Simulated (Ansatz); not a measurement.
Ba3AlB (perovskite type), DFT, PBE, all-electron LAPW, scalar-relativistic (Ansatz 0.2.0), on 2 threads of Intel(R) Xeon(R) Processor @ 2.70GHz (shared host).

Command: `ansatz run input.yaml --threads 2 --pin off --max-ram 5120MiB --backend cpu --events-out ev --progress --plain --runs-dir out`

```yaml
crystal:
  lattice:
    - [5.812546631, 0.0, 0.0]
    - [0.0, 5.812546631, 0.0]
    - [0.0, 0.0, 5.812546631]
  atoms:
    - { symbol: Al, position: [0.0, 0.0, 0.0] }
    - { symbol: B, position: [0.5, 0.5, 0.5] }
    - { symbol: Ba, position: [0.5, 0.5, 0.0] }
    - { symbol: Ba, position: [0.5, 0.0, 0.5] }
    - { symbol: Ba, position: [0.0, 0.5, 0.5] }
kpoints:
  mp_grid: { grid: [6, 6, 6] }
  band_path:
    path:
      - [0.0, 0.0, 0.0]
      - [0.0, 0.5, 0.0]
      - [0.5, 0.5, 0.0]
      - [0.0, 0.0, 0.0]
      - [0.5, 0.5, 0.5]
      - [0.0, 0.5, 0.0]
      - [0.5, 0.5, 0.5]
      - [0.5, 0.5, 0.0]
    npoints: 14
scf:
  occupations: { method: fermi_dirac, width: 0.05 }
hamiltonian:
  xc: pbe
  pseudopotentials: { kind: all_electron, lapw: { basis_error: 0.001 } }
output:
  forces: true
  stress: true
  eigenvalues: true
  populations: true
  dos: { projected: true, de: 0.2, e_range: [-14, 8] }
```

(1) How large is the problem that the program sets up?

(2) About how long does it take?

## Answers

(1) 20 irreducible k-points, 751 plane waves at Γ, 60 bands.

(2) 57 s of wall time for 13 SCF iterations. Times on shared machines scatter by tens of per cent.
